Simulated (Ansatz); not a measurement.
**Structures of LiRu: which is lowest?**

Plane-wave DFT in Ansatz with scalar-relativistic PAW potentials, cutoff 420 eV, Γ-centred meshes chosen by cell and gap, Gaussian smearing with energies taken to zero width. Every cell was relaxed (cell and atoms) in a run of its own, within the symmetry of its start. Functional: PBE.

Relaxed structures (starts from databases or built by putting these elements on another compound's sites):
A. Pmma, 4 atoms in the computed cell, a = 4.403 Å, b = 2.492 Å, c = 5.025 Å; sites (symmetry × multiplicity) Li mm2 × 2, Ru mm2 × 2; start: built
B. Pm-3m, 2 atoms in the computed cell, a = 2.894 Å; sites (symmetry × multiplicity) Li m-3m × 1, Ru m-3m × 1; start: built
C. P4/mmm, 2 atoms in the computed cell, a = 2.490 Å, c = 4.398 Å; sites (symmetry × multiplicity) Li 4/mmm × 1, Ru 4/mmm × 1; start: built

Problem. Rank them by energy. Could pressure change the order?

Solution.
```csv
structure,group,E − E(lowest) (meV/atom),V (Å³/atom),gap on mesh (eV)
A,Pmma,0.0,13.78,0.00
C,P4/mmm,66,13.63,0.00
B,Pm-3m,390,12.12,0.00
```

A is lowest, 66 meV/atom under C. B is denser by 1.66 Å³/atom, so pressure favours it: ΔE/ΔV, with ΔE in eV and 1 eV/Å³ = 160.2 GPa, gives about 38 GPa for equal enthalpy if both cells were rigid; at such pressures compression changes ΔV much, so this is a scale only. Other structures may lie lower than all of these, and vibrations aren't counted.